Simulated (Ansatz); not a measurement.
A: TiO2 (rutile), a = b = 4.5967 Å, c = 2.9537 Å, α = β = γ = 90.00°
B: HfO₂ (tetragonal-ZrO2 type, space group P4_2/nmc), a = 3.5768 Å, b = 3.5768 Å, c = 5.2026 Å, α = 90.00°, β = 90.00°, γ = 90.00°
C: ZnO (wurtzite), a = b = 3.2352 Å, c = 5.2114 Å, α = β = 90.00°, γ = 120.00°

Scan: energy over volume and axial ratio (atoms clamped). All come from one method, each on a k mesh of its own. All were relaxed with their symmetry unable to fall. HfO2 is run without spin polarisation. Spin-orbit coupling is left out. This is a high-temperature form of HfO2. TiO2 is run without spin polarisation.

Question: Rank these by modulus against c/a change at fixed volume, (3/4V)·∂²E/∂(ln c/a)² (fitted) (highest first), as r2SCAN (plane waves to 500 eV, PAW, scalar-relativistic; Ansatz, a quantum-chemistry and plane-wave program) gives it.

Answer: B (182 GPa), A (144 GPa), C (117 GPa)

(Under strain, the slope of the energy per volume gives the stress and its curvature an elastic modulus.)
